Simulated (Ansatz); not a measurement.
Starting cell, Al$_{2}$Cu (Al2Cu type, space group I4/mcm):

```xyz
6
Lattice="-3.0010 3.0010 2.4072 3.0010 -3.0010 2.4072 3.0010 3.0010 -2.4072" Properties=species:S:1:pos:R:3 pbc="T T T"
Al     0.9539     3.9549     0.0000
Al     0.9539     2.0471     2.4072
Al     2.0471     0.9539     0.0000
Al     2.0471    -0.9539     2.4072
Cu     0.0000     0.0000     1.2036
Cu     0.0000     0.0000     3.6108
```

In each cell atom 1 (Al, nearest neighbour Cu at 2.559 Å; its periodic images, 4.8 Å or more away, move with it) moves by s·(0.800, -0.373, -0.470) (towards the nearest neighbour), the rest being held.

Method: PBEsol (plane waves to 420 eV, PAW, scalar-relativistic; Ansatz, a program for electronic structure). k mesh 10×10×10 (Γ-centred), Fermi-Dirac smearing 0.05 eV. The energy includes the smearing's −TS. Stress and pressure are positive under compression. With partly filled bands, energies and forces of such displacements shift with the k mesh and the smearing. F∥ is the force on the atom along that direction. F⊥ is the part of the force across the line. Al2Cu is run without spin polarisation. Al2Cu was relaxed with its symmetry unable to fall. The PAW data are Ansatz's earlier set. ΔE is measured from the undisplaced structure.

| s (Å) | ΔE (meV/cell) | P (GPa) | |F⊥| (eV/Å) | F∥ (eV/Å) |
|---|---|---|---|---|
| -0.260 | 192 | 1.0 | 0.322 | 1.466 |
| -0.208 | 123 | 0.6 | 0.230 | 1.170 |
| -0.156 | 70 | 0.3 | 0.155 | 0.881 |
| -0.104 | 32 | 0.1 | 0.094 | 0.595 |
| -0.052 | 8 | 0.0 | 0.043 | 0.305 |
| 0.000 | 0 | 0.0 | 0.014 | 0.004 |
| 0.052 | 8 | 0.0 | 0.050 | -0.313 |
| 0.104 | 33 | 0.2 | 0.091 | -0.655 |
| 0.156 | 77 | 0.5 | 0.133 | -1.029 |
| 0.208 | 141 | 0.9 | 0.178 | -1.443 |
| 0.260 | 228 | 1.4 | 0.226 | -1.907 |

Derived quantities:

| Quantity | Result |
|---|---|
| Energy at s = 0.260 Å | 228 meV/cell |
| Force along the line at s = -0.260 Å | 1.47 eV/Å |
| Symmetry of the curve | not even: the positive side lies higher at ±0.260 Å |
| Shape of the curve | a single well with its minimum at or next to zero displacement |
| Force constant k = d²E/ds² at s = 0 (finite differences) | 5.92 eV/Å² |
| Harmonic estimate at the end of the scan | ½ks² = 200 meV/cell against the computed 228 meV/cell, so the well is stiffer than harmonic there |

The 11 points together took around 30 core-minutes (rough).

(A displaced cell: forces are minus the slopes of the energy, force constants its curvatures, and phonons follow from these.)
